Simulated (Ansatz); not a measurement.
Given:

Pb:
```cif
data_Pb
_chemical_formula_sum 'Pb1'
_space_group_name_H-M_alt 'P 1'
_space_group_IT_number 1
_cell_length_a 3.56453
_cell_length_b 3.56453
_cell_length_c 3.56453
_cell_angle_alpha 60.000
_cell_angle_beta 60.000
_cell_angle_gamma 60.000
loop_
_space_group_symop_operation_xyz
  'x, y, z'
loop_
_atom_site_label
_atom_site_type_symbol
_atom_site_fract_x
_atom_site_fract_y
_atom_site_fract_z
_atom_site_occupancy
Pb1 Pb 0.50000 0.50000 0.50000 1
```

This is the PBE-relaxed structure.

Problem. All from PBE in the plane-wave PAW code Ansatz, unless another level is named. Predict the density of states at the Fermi level.

Solution. 0.53 states/eV per atom (mean over ±0.08 eV).

Problem. Predict the gap with spin–orbit coupling.

Solution. none (metallic).

Space group Fm-3m (fcc (Cu type)). Symmetry was held in the PBE relaxation. Scalar-relativistic: spin–orbit coupling is off unless named, which matters more the heavier the elements.

Potentials: the later of the program's two PAW sets.
